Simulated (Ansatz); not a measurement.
# Fields on a plane of GaAs (zinc blende)

```
GaAs
1.0
    0.00000     2.83335     2.83335
    2.83335     0.00000     2.83335
    2.83335     2.83335     0.00000
As Ga
1 1
Direct
  0.75000   0.75000   0.75000
  0.00000   0.00000   0.00000
```

The slice is a {111} plane (indices of the conventional cell) through the point (0.750, 0.750, 0.750) (fractional), spanned by u = [100] and v = [-1 2 0] in vectors of this cell: u (4.01 Å) and v (6.94 Å, at 90° to u). It covers one period; positions are fractions (u, v).

Atoms on it: As at (0.00, 0.00); As at (0.50, 0.50). Other atoms lie within 1 Å of the plane.

Level of theory: r2SCAN (plane waves to 500 eV, PAW, scalar-relativistic; Ansatz, a quantum-chemistry and plane-wave program). k mesh 10×10×10. These are valence fields of a PAW run, semicore shells included where kept as valence: close to a nucleus they are smooth pseudo fields. GaAs was relaxed with its symmetry unable to fall.

```
|999977554433222211111122223344557799|
|887766553333221111111111223333556677|
|665555443322221100000011222233445555|
|444444333322110000000000112233334444|
|444433332222110000000000112222333344|
|333333222211110000000000111122223333|
|333333222211110000000000111122223333|
|333333222211111111111111111122223333|
|333333332222221111111111222222333333|
|444433332222222222222222222222333344|
|444433333333333333333333333333333344|
|443333333333334444444444333333333333|
|333333333344445555665555444433333333|
|333333333344556677887766554433333333|
|222222333344557799999977554433332222|
|222222333344668899999988664433332222|
|111122223344557799999977554433222211|
|111111223333556677887766553333221111|
|000011222233445555665555443322221100|
|000000112233334444444444333322110000|
|000000112222333344444433332222110000|
|000000111122223333333333222211110000|
|000000111122223333333333222211110000|
|111111111122223333333333222211111111|
|111111222222333333333333332222221111|
|222222222222333344444433332222222222|
|333333333333333344444433333333333333|
|444444333333333333443333333333334444|
|665555444433333333333333333344445555|
|887766554433333333333333333344556677|
|999977554433332222222222333344557799|
|999988664433332222222222333344668899|
```
Scale: ten equal steps from -1.60 (start of '0') to 1.53 (end of '9'), in the order '0123456789'. Values: log₁₀ of the valence density in e/Å³. The map has 18 points along u (two characters each, u = 0 at the left) and 32 along v (v = 0 in the bottom row). The scale is logarithmic, as a density can span decades between atoms and voids.

```
|+*@@*-.     .-*@@*|
|%%@@*-.     .-*@@%|
|###*=:.     .:=*##|
|--=-:.       .:-=-|
| ....         ....|
|                  |
|.....         ....|
|==-:.         .:-=|
|**+-:.  ...  .:-+*|
|##*=:...:::...:=*#|
|##+-. .:=+=:. .-+#|
|#*=:. :=#%#=: .:=*|
|++-.  -*@@@*-  .-+|
|=-:  .=#%%%#=.  :-|
|::. .-*%*+*%*-. .:|
|.. .:+%%+=+%%+:. .|
|   .-*@@*+*@@*-.  |
|   .-*@@%%%@@*-.  |
|   .:=*#####*=:.  |
|    .:-=---=-:.   |
|     .... ....    |
|                  |
|     .........    |
|     .:-===-:.    |
|..  .:-+***+-:.  .|
|::...:=*###*=:...:|
|+=:. .-+###+-. .:=|
|%#=: .:=*#*=:. :=#|
|@@*-  .-+++-.  -*@|
|%%#=.  :-=-:  .=#%|
|+*%*-. .:::. .-*%*|
|=+%%+:. ... .:+%%+|
```
Scale: ten equal steps from 0.022 (start of ' ') to 0.126 (end of '@'), in the order ' .:-=+*#%@'. Values: density of the lowest conduction band (whole band as if filled, smooth part) in e/Å³. The map has 18 points along u (one character each, u = 0 at the left) and 32 along v (v = 0 in the bottom row).
